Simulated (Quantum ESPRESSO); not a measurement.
Space group R3c, hexagonal axes (No. 161); a = b = 5.134 Å, c = 13.816 Å, α = β = 90.00°, γ = 120.00°

```json
[
 {"atom": "Li", "site": "6a", "symmetry": "3.", "x": "0.0000", "y": "0.0000", "z": "0.2168"},
 {"atom": "O", "site": "18b", "symmetry": "1", "x": "0.0107", "y": "0.3791", "z": "0.2648"},
 {"atom": "Ta", "site": "6a", "symmetry": "3.", "x": "0.0000", "y": "0.0000", "z": "0.0005"}
]
```
(The calculation used a cell of 10 atoms; values per cell refer to that cell.)

The geometry is that of Materials Project entry mp-3666, symmetrised and not relaxed again.

Question: What does PBEsol (Quantum ESPRESSO, PseudoDojo norm-conserving, 84 Ry, without SOC) give for the electronic structure near the Fermi level?

Answer: The PBEsol gap is indirect, 3.85 eV, from 67 % of the way from Z to Γ to Γ; the smallest direct gap is 3.87 eV. Without spin-orbit coupling, band edges of such heavy elements can be off by tenths of an eV.
